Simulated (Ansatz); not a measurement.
Hf (Fm-3m), two-dimensional strain map

Level of theory: DFT LDA, scalar-relativistic, plane waves, PAW (Ansatz). Cutoff 420 eV, Γ-centred 18×18×18 k-points, Gaussian smearing of 0.15 eV. Spin–orbit coupling is left out, which can shift energies with elements as heavy as these. No spin polarisation. Energies are free energies at this smearing, counted from the undisturbed cell; pressure is positive in compression.

Reference structure (as given, not relaxed at this level; it stands at -5.7 GPa; this fcc form isn't the usual structure):

```
Hf
1.0
     0.00000    2.22000    2.22000
     2.22000    0.00000    2.22000
     2.22000    2.22000    0.00000
Hf
1
Direct
  0.00000 0.00000 0.00000
```

The cell is strained by p along both x and y and by q along z, fractional coordinates fixed. Points are written (p, q).

Energy above the undisturbed cell in meV/atom (a dash: not computed):

```
 p \ q  -0.080  0.000  0.080
-0.080   295.8   93.2   41.5
 0.000       ?    0.0      ?
 0.080   136.3  284.4      –
```

(1) Fill in the withheld energies.

Answers

(1) (0.000, -0.080): -0.3; (0.000, 0.080): 113.6.